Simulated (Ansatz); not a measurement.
ZrCu (CsCl type, Pm-3m) at seven volumes, plane-wave PAW PBEsol (Ansatz code), scaled uniformly. One row is withheld.

```json
[
 {"V (Å³/atom)": "15.251", "P (GPa)": "15.04"},
 {"V (Å³/atom)": "15.753", "P (GPa)": "9.22"},
 {"V (Å³/atom)": "16.256", "P (GPa)": "4.25"},
 {"V (Å³/atom)": "16.759", "P (GPa)": "0.00"},
 {"V (Å³/atom)": "17.262", "P (GPa)": "-3.64"},
 {"V (Å³/atom)": "17.765", "P (GPa)": "?"},
 {"V (Å³/atom)": "18.267", "P (GPa)": "-9.41"}
]
```

Fit the shown pressures and predict the withheld one.

Third-order Birch–Murnaghan: P = (3/2)B₀(x^(7/2) − x^(5/2))[1 + (3/4)(B′ − 4)(x − 1)] with x = (V₀/V)^(2/3). Least squares on the six rows gives V₀ = 16.759 Å³/atom, B₀ = 130.8 GPa, B′ = 4.20. At V = 17.765, x = 0.9619 and P = -6.75 GPa. The run itself gave -6.75 GPa.

The first step of the workflow began from a Materials Project structure, measured or hypothetical; the Crystallography Open Database copy checked does not list it. Its standing as an ambient phase is unchecked. The PBEsol relaxation kept the symmetry of its start; whether a distortion lowers the energy is not shown. No spin polarisation was allowed.

Potentials: the later of the program's two PAW sets.
